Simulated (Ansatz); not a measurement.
A trial cell of Cu2O was relaxed with PBE (plane waves to 420 eV, PAW, scalar-relativistic; Ansatz, a program for electronic structure).

Before: P-3 (No. 147), hP9; a = 6.1922 Å, b = 6.1922 Å, c = 2.2866 Å, α = 90.00°, β = 90.00°, γ = 120.00°.

After relaxation:

Simulated powder pattern, Fe Kα, λ = 1.93735 Å (kinematic, ideal powder, no thermal factors, no anomalous dispersion; the 24 strongest lines at most, above 1 %, up to 2θ = 90°):

| 2θ (°) | I/Imax (%) |
|---|---|
| 22.40 | 21 |
| 34.59 | 51 |
| 39.31 | 7.4 |
| 45.71 | 28 |
| 53.35 | 100 |
| 53.52 | 20 |
| 58.73 | 2.9 |
| 61.84 | 2.1 |
| 68.25 | 15 |
| 68.39 | 11 |
| 71.27 | 1.6 |
| 72.97 | 15 |
| 84.56 | 23 |
| 86.19 | 1.5 |
| 88.89 | 1.0 |
| 89.30 | 1.8 |

### Question
Identify the relaxed structure from its pattern: crystal system, space group and cell.

### Answer
Trigonal, P-3m1 (No. 164), hP9; a = 5.7592 Å, b = 5.7592 Å, c = 4.3028 Å, α = 90.00°, β = 90.00°, γ = 120.00°. Sites: O 1a (0.000, 0.000, 0.000); O 2d (0.333, 0.667, 0.428); Cu 6i (0.166, 0.331, 0.249).

### Question
Index the strongest lines.

### Answer
22.40° (1 0 -1 0), 34.59° (0 1 -1 1)+(1 0 -1 1), 45.71° (2 0 -2 0), 53.35° (0 2 -2 1)+(2 0 -2 1), 84.56° (2 2 -4 0).

No spin polarisation in the result. The d or f electrons are treated with no Hubbard U.

The run could not lose the symmetry of its start; a randomly shaken copy of 9 atoms returns to this structure.

The relaxed structure here is a generated cell of Cu2O: the first start was made by placing the elements on the sites of a structure type, and the end was not matched to a known phase here, so it may be hypothetical. Known forms of Cu2O include space group No. 224.
